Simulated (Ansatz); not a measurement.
SrO (rock salt), relaxed with r²SCAN (Ansatz, a quantum-chemistry and plane-wave program, plane waves, PAW): a = 5.160 Å, b = 5.160 Å, c = 5.160 Å, α = 90.00°, β = 90.00°, γ = 90.00°.

```
Item                                  Value
------------------------------------  -----
gap (eV)                               3.80
ΔH_f (eV/atom)                        -2.96
B₀ by P(V) fit (GPa)                   93.6
K_Hill (GPa)                           93.6
G_Hill (GPa)                           59.9
ε∞                                     3.52
ε0                                     17.0
highest Γ mode, no LO–TO term (cm⁻¹)    214
electron conductivity mass (mₑ)        0.51
Θ_D (K)                                 442
```

### Question
The same phase is relaxed and computed with LDA in the same code. What are the cell and these values now?

### Answer
a = 5.065 Å, b = 5.065 Å, c = 5.065 Å, α = 90.00°, β = 90.00°, γ = 90.00°.

gap (eV): 3.12
ΔH_f (eV/atom): -2.93
B₀ by P(V) fit (GPa): 104
K_Hill (GPa): 104
G_Hill (GPa): 64.1
ε∞: 3.87
ε0: 18.6
highest Γ mode, no LO–TO term (cm⁻¹): 216
electron conductivity mass (mₑ): 0.49
Θ_D (K): 454

All cells were relaxed under the symmetry of their starts (and spin orders); stability against distortions was not tested throughout. Spin–orbit coupling is left out wherever it is not named.

Potentials: the earlier of the program's two PAW sets.

Ansatz is a plane-wave DFT program.

Formation energies count from the lowest solids of the elements computed at the same level, not from gases.
